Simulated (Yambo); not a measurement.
SrNiF₆ (space group R-3m, No. 166), G0W0@LDA in Yambo with this input:

```
rim_cut
gw0
dyson
el_el_corr
HF_and_locXC
ppa
em1d
RandQpts= 1000000
RandGvec= 1 Ry
EXXRLvcs= 98 Ry
VXCRLvcs= 392 Ry
Chimod= "HARTREE"
% BndsRnXp
 5 | 156 |
%
NGsBlkXp= 7 Ry
% LongDrXp
 1.0 | 1.0 | 1.0 |
%
PPAPntXp= 27.2114 eV
% GbndRnge
 1 | 156 |
%
GTermKind= "BG"
DysSolver= "n"
ExtendOut
```

On a 2×2×2 mesh, with wavefunctions cut at 98 Ry, the gap (F → Γ) is 3.895 eV and the valence edge shifts by -1.150 eV.

### Question
What happens with this change: 3 Ry block?

### Answer
The gap rises by 0.858 eV, to 4.753 eV; the shift of the valence edge becomes -1.883 eV. Neither run is shown to be the converged limit.

Geometry of the Materials Project entry, not relaxed at this level; primitive cell a = b = c = 4.656 Å, α = β = γ = 99.44°.

The runs are not spin-polarised; magnetic order was not tried.

A shift is the quasiparticle energy of the state minus its LDA energy.
